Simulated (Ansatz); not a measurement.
BeSe:
```
BeSe
1.0
    0.00000     2.57308     2.57308
    2.57308     0.00000     2.57308
    2.57308     2.57308     0.00000
Be Se
1 1
Cartesian
  0.00000   0.00000   0.00000
  3.85962   3.85962   3.85962
```

Relaxed with HSE06.

Task: Give the Bader charges and basin volumes of the independent atoms, the program Ansatz at the HSE06 level (PAW).

Result: 

```tsv
atom	Bader charge (e)	Bader volume (Å³)
Be1	+1.61	2.4
Se2	-1.61	31.7
```

Space group F-43m (zinc blende). The cell was relaxed with HSE06 under the symmetry of its start.

Potentials: the earlier of the program's two PAW sets.
